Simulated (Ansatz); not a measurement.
LiBr:
```xyz
2
Lattice="0.0000 2.7055 2.7055 2.7055 0.0000 2.7055 2.7055 2.7055 0.0000" Properties=species:S:1:pos:R:3 pbc="T T T"
Li     0.0000     0.0000     0.0000
Br     2.7055     2.7055     2.7055
```

Relaxed with PBEsol.

Give the Bader charges and basin volumes of the independent atoms, plane-wave PAW PBEsol (Ansatz code).



```
atom  Bader charge (e)  Bader volume (Å³)
----  ----------------  -----------------
Li1              +0.89                3.9
Br2              -0.89               35.7
```

Space group Fm-3m (rock salt). The cell was relaxed with PBEsol under the symmetry of its start.

Potentials: the later of the program's two PAW sets.
